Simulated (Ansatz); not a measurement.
# Fe: energy along a strain

Fe, P6_3/mmc, a = 2.434 Å, c = 3.842 Å (as given, not relaxed at this level: -1.3 GPa). This isn't the element's structure at ambient conditions. Ansatz: PBEsol, PAW, 420 eV, Γ-centred 24×24×12 mesh on 2 atoms, Gaussian smearing 0.15 eV; no spin polarisation. Cell vectors (Å): 2.434 0.000 0.000; -1.217 2.108 0.000; 0.000 0.000 3.842. The cell is strained by x per cent times the pattern (0 0 1 0 0 0) in the order xx yy zz yz xz xy (engineering shears), with fractional coordinates held. y is the free energy over the start, V0 = 9.857 Å³/atom.

| x (%) | y (meV/atom) |
| --- | --- |
| -4.00 | ? |
| -2.00 | 7.63 |
| 0.00 | 0.00 |
| 1.00 | 2.46 |
| 3.00 | 18.51 |
| 4.00 | 31.59 |

Question: Fit y = c1 x + c2 x² + c3 x³ to the other rows, get the stiffness along the pattern, and predict the missing energy.

Answer: Least squares on the rows shown. y = 0.45257 x + 2.0427 x² − 0.045410 x³. The clamped-ion stiffness p·C·p = 2 × 20.43 eV × 160.2 / 9.857 Å³ = 664 GPa, which is C33 in these axes (second derivative at the start, which stands under stress). At x = -4.00 the fit asked for gives 33.78 meV/atom. The run gave 33.86 meV/atom, so the fit is 0.08 meV/atom too low, a small miss on the scale of the series. The form still works here, 33 % of the fitted range beyond its end.